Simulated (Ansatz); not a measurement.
According to plane-wave PAW r²SCAN (Ansatz code), MoW in the CsCl type structure (Pm-3m) relaxes to a = 3.160 Å. Against the elements it lies at -13 meV/atom, with no fitted shifts.

Electronic character: metallic (no gap). Gap from r²SCAN with spin–orbit coupling: none (metallic).

The bulk modulus is 2950 kbar. The relaxed-ion elastic constants in GPa are C11 = 526, C12 = 180, C44 = 128. The elastic constants imply a Debye temperature near 415 K. Bader charges are Mo +0.06, W -0.06 e.

The start of the workflow was typed in or built on a structure type; neither database checked (COD, Materials Project) lists it. Whether it is the stable phase at ambient conditions was not checked. Symmetry was held in the r²SCAN relaxation; whether a distortion lowers the energy is not shown. No spin polarisation was allowed. As this level gives no gap, shear constants depend on the k-mesh and smearing (Fermi–Dirac, 0.1 eV here). The references are the lowest solids computed at this level, not always the standard phases. Spin–orbit coupling is left out wherever it is not named.

Potentials: the later of the program's two PAW sets.
